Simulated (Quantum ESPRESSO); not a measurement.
# Band energies of PtS2 monolayer

```
CELL_PARAMETERS angstrom
      3.54014     0.00000     0.00000
     -1.77007     3.06585     0.00000
      0.00000     0.00000    15.50000
ATOMIC_POSITIONS crystal
  S  0.66667 0.33333 0.91988
  S  0.33333 0.66667 0.08012
  Pt 0.00000 0.00000 0.00000
```

PBE (Quantum ESPRESSO, PseudoDojo norm-conserving, 84 Ry, scalar-relativistic); path ΓMKΓ; energies in eV from the valence-band maximum.

```
k (1/Å)  point  band 11  band 12  band 13  band 14  band 15  band 16  band 17  band 18
-------  -----  -------  -------  -------  -------  -------  -------  -------  -------
0.00         Γ    -2.87    -0.81    -0.70    -0.23    -0.23     3.25     3.25     5.63
0.23              -2.99    -1.38    -0.48    -0.17    -0.02     2.57     3.06     6.03
0.46              -3.15    -1.94    -0.28    -0.26    -0.10     1.81     2.83     6.53
0.68              -3.01    -2.10    -1.17    -0.80    -0.43     2.21     2.88     5.75
0.91              -2.45    -2.02    -1.85    -1.61    -1.13     2.80     3.01     5.53
1.02         M    -2.13    -2.10    -1.96    -1.66    -1.42     2.89     3.03     5.53
1.14              -2.50    -2.16    -2.09    -1.35    -1.25     2.86     2.86     5.67
1.38              -3.46    -2.27    -2.24    -1.00    -0.64     2.19     2.59     6.47
1.62         K    -3.44    -2.44    -2.29    -0.68    -0.68     2.18     2.18     6.88
1.80              -3.53    -2.25    -2.14    -1.04    -0.39     1.97     2.51     6.82
1.98              -3.73    -1.99    -1.65    -1.16    -0.13     1.91     2.62     6.81
2.16              -3.77    -2.05    -0.97    -0.60     0.00     2.03     2.32     6.95
2.34              -3.49    -1.94    -0.38    -0.12    -0.08     2.05     2.42     6.89
2.53              -3.11    -1.53    -0.40    -0.15     0.00     2.43     2.91     6.19
2.80         Γ    -2.87    -0.81    -0.70    -0.23    -0.23     3.25     3.25     5.63
```

The PBE gap is indirect, 1.81 eV, from 46 % of the way from K to Γ to 44 % of the way from Γ to M; the smallest direct gap is 1.91 eV. Another valence extremum on the path lies within 0.02 eV, too close to call. The valence-band maximum lies 6.35 eV below the vacuum level.

Without spin-orbit coupling, band edges of such heavy elements can be off by tenths of an eV.

Geometry relaxed with PBE+D3(BJ).
